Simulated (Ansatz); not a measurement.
GaN:
```xyz
4
Lattice="3.1831 0.0000 0.0000 -1.5916 2.7567 0.0000 0.0000 0.0000 5.1837" Properties=species:S:1:pos:R:3 pbc="T T T"
Ga     1.5916     0.9189     0.0051
Ga     0.0000     1.8378     2.5970
N      1.5916     0.9189     3.2357
N      0.0000     1.8378     0.6439
```

Relaxed with r²SCAN.

Task: Give the Bader charges and basin volumes of the independent atoms, r²SCAN in the plane-wave PAW code Ansatz.

Result: 

| atom | Bader charge (e) | Bader volume (Å³) |
|---|---|---|
| Ga1 | +1.66 | 9.2 |
| N3 | -1.66 | 13.5 |

Space group P6_3mc (wurtzite). The r²SCAN relaxation kept the symmetry of its start.

Potentials: the later of the program's two PAW sets.
